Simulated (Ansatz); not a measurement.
### Question
Each is relaxed and computed with the program Ansatz at the PBE level (PAW). Which is the only metal?
(A) SiC, P6_222 (Si on 3d, C on 3c)
(B) VSi, P-6m2 (V on 1a, Si on 1f)
(C) SiSe2, Ibam (Se on 8j, Si on 4a)
(D) SiO2, R3m (Si on 3a, O on 3a, O on 3a)

### Answer
B, VSi, P-6m2 (V on 1a, Si on 1f). VSi: metal; SiSe2: gap 2.21 eV (indirect); SiC: gap 0.87 eV (indirect); SiO2: gap 3.19 eV (indirect). Constructed cells (a structure type filled with these elements, in neither database checked): VSi, P-6m2 (V on 1a, Si on 1f); SiC, P6_222 (Si on 3d, C on 3c); SiO2, R3m (Si on 3a, O on 3a, O on 3a). Not the usual ambient phase: SiC, P6_222 (Si on 3d, C on 3c); SiO2, R3m (Si on 3a, O on 3a, O on 3a). Relaxed far from the usual cell of the phase: SiSe2, Ibam (Se on 8j, Si on 4a). Began spin-polarised and lost the moments: VSi, P-6m2 (V on 1a, Si on 1f). Weakly bound layers, chains or molecules computed without a dispersion correction, so cells and soft constants are ill determined: SiSe2, Ibam (Se on 8j, Si on 4a); SiO2, R3m (Si on 3a, O on 3a, O on 3a). All cells were relaxed under the symmetry of their starts (and spin orders); stability against distortions was not tested throughout. Scalar-relativistic: spin–orbit coupling is off unless named, which matters more the heavier the elements.

Potentials: the later of the program's two PAW sets.
